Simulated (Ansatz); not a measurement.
NaI: levels and charges under dearer methods

A database entry relaxed whole under r2SCAN at zero pressure (Fm-3m, No. 225):

```xyz
2
Lattice="0.0000 3.2334 3.2334 3.2334 0.0000 3.2334 3.2334 3.2334 0.0000" Properties=species:S:1:pos:R:3 pbc="T T T"
Na    0.0000    0.0000    0.0000
I     3.2334    3.2334    3.2334
```

Its volume is 33.81 Å³ an atom, -0.3 % against the entry's 33.90, which is old or was flagged in a check.

Single points on this cell with plane-wave PAW DFT (Ansatz 0.2.0; r2SCAN 500 eV, hybrids 420 eV; fermi-dirac occupations of width 0.020 eV; no moments): r2SCAN on a 8×8×8 Γ-centred mesh; r2SCAN with spin-orbit coupling on a 8×8×8 Γ-centred mesh; HSE06 on a 6×6×6 Γ-centred mesh; PBE0 on a 6×6×6 Γ-centred mesh.

Problem. How do gap, pressure and charges move from level to level?

Solution. The runs give:

```
                          level  gap (eV), or kind  pressure (GPa)  Bader charge of Na (e)  Bader charge of I (e)
                         r2SCAN               4.44             0.0                   +0.87                  -0.87
r2SCAN with spin-orbit coupling               4.11             0.0                   +0.87                  -0.87
                          HSE06               4.68             0.2                   +0.87                  -0.87
                           PBE0               5.35             0.1                   +0.87                  -0.87
```

Under r2SCAN the gap is 4.44 eV, over mesh and band path. HSE06 moves it by +0.24 eV and PBE0 by +0.91 eV; PBE0 keeps its exact exchange at long range, which widens the gap over HSE06's by 0.67 eV on their common mesh. Spin-orbit coupling moves the r2SCAN gap by -0.33 eV, which the hybrid values lack.

Caveats: the relaxation kept the start's symmetry; HSE06 is read on its mesh and at the zone's corners, PBE0 on its mesh alone; hybrid pressures are good to a few tenths of a GPa; pressure is positive in compression.
